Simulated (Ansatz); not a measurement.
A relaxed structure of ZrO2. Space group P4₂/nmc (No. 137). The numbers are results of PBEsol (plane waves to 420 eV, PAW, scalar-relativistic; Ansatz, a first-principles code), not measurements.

```cif
data_O4Zr2
_chemical_formula_sum 'Zr2 O4'
_space_group_name_H-M_alt 'P42/nmc :1'
_space_group_IT_number 137
_space_group_name_Hall 'P 4n 2n -1n'
_cell_length_a 3.58446
_cell_length_b 3.58446
_cell_length_c 5.17872
_cell_angle_alpha 90.000
_cell_angle_beta 90.000
_cell_angle_gamma 90.000
loop_
_space_group_symop_operation_xyz
  'x, y, z'
  '-y+1/2, x+1/2, z+1/2'
  '-x, -y, z'
  'y+1/2, -x+1/2, z+1/2'
  'x+1/2, -y+1/2, -z+1/2'
  '-y, -x, -z'
  '-x+1/2, y+1/2, -z+1/2'
  'y, x, -z'
  '-x+1/2, -y+1/2, -z+1/2'
  'y, -x, -z'
  'x+1/2, y+1/2, -z+1/2'
  '-y, x, -z'
  '-x, y, z'
  'y+1/2, x+1/2, z+1/2'
  'x, -y, z'
  '-y+1/2, -x+1/2, z+1/2'
loop_
_atom_site_label
_atom_site_type_symbol
_atom_site_symmetry_multiplicity
_atom_site_Wyckoff_symbol
_atom_site_fract_x
_atom_site_fract_y
_atom_site_fract_z
_atom_site_occupancy
Zr1 Zr 2 a 0.00000 0.00000 0.00000 1
O1 O 4 d 0.00000 0.50000 0.20116 1
```

| Property | Result |
|---|---|
| Volume per atom | 11.09 Å³ |
| Band gap | 4.00 eV, indirect (valence top at 56 % of the way from M to Γ, conduction bottom at Γ) (no spin-orbit coupling) |
| Smallest direct gap | 4.12 eV at Γ |
| Shortest distances | O–Zr 2.07 Å; O–O 2.58 Å; Zr–Zr 3.58 Å |
| k-mesh | 9×9×7 |

No spin polarisation in the result.

The run could not lose the symmetry of its start; a randomly shaken copy of 6 atoms returns to this structure.
